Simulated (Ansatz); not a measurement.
## zincblende-structured TiP

Method: PBEsol, scalar-relativistic; no spin polarisation; PAW, 420 eV, Γ-centred 10×10×10 mesh, 0.05 eV Gaussian smearing; code Ansatz. The datasets are Ansatz's generated set soft_2.

```xyz
2
Lattice="0.0000 2.7439 2.7439 2.7439 0.0000 2.7439 2.7439 2.7439 0.0000" Properties=species:S:1:pos:R:3 pbc="T T T"
Ti    0.0000    0.0000    0.0000
P     1.3719    1.3719    1.3719
```

This is a trial structure; measured cells of the compound in the Crystallography Open Database are in space group P63/mmc.

The cell above was scaled in volume, its shape and atoms being fixed by the lattice's symmetry. Energies are counted from the cell above.

```tsv
V (Å³/atom)	ΔE (meV/atom)	P from the stress (GPa)
19.832	10.51	4.18
20.246	2.58	2.01
20.659	0.00	0.03
21.072	2.27	-1.76
21.485	8.94	-3.38
```

Q: Do the energies and the pressures agree? Compare −ΔE/ΔV between neighbouring points (1 meV/Å³ = 0.1602 GPa) with the mean of their pressures.

A: 
```json
{"interval (Å³/atom)": "19.83 to 20.25", "−ΔE/ΔV (GPa)": "3.1", "mean P (GPa)": "3.1"}
{"interval (Å³/atom)": "20.25 to 20.66", "−ΔE/ΔV (GPa)": "1.0", "mean P (GPa)": "1.0"}
{"interval (Å³/atom)": "20.66 to 21.07", "−ΔE/ΔV (GPa)": "-0.9", "mean P (GPa)": "-0.9"}
{"interval (Å³/atom)": "21.07 to 21.49", "−ΔE/ΔV (GPa)": "-2.6", "mean P (GPa)": "-2.6"}
```
They differ by 0.02 GPa at most.

Q: What do the two routes give for V0, B0 and B0′?

A: A third-order Birch–Murnaghan fit of the energies: V0 = 20.67 Å³/atom, B0 = 94 GPa, B0′ = 3.9. A polynomial of P in ln V, with B = −dP/d ln V at P = 0: V0 = 20.67 Å³/atom, B0 = 94 GPa, B0′ = 3.9.

B0·V0 = 93.9 GPa × 20.67 Å³ = 12.11 eV/atom sets the scale: near the minimum ΔE ≈ ½ B0 V0 x², with x = V/V0 − 1, and a pressure of 0.9 GPa squeezes the volume by about 1 %. At the ends of the curve: x = −4.0 % predicts 9.8 meV/atom and the run gives 10.5; x = +4.0 % predicts 9.5 meV/atom and the run gives 8.9. The lopsidedness is anharmonic: atoms resist being pushed together more than being pulled apart.

The cell is a metal with an odd number of electrons, and spin polarisation wasn't tried.
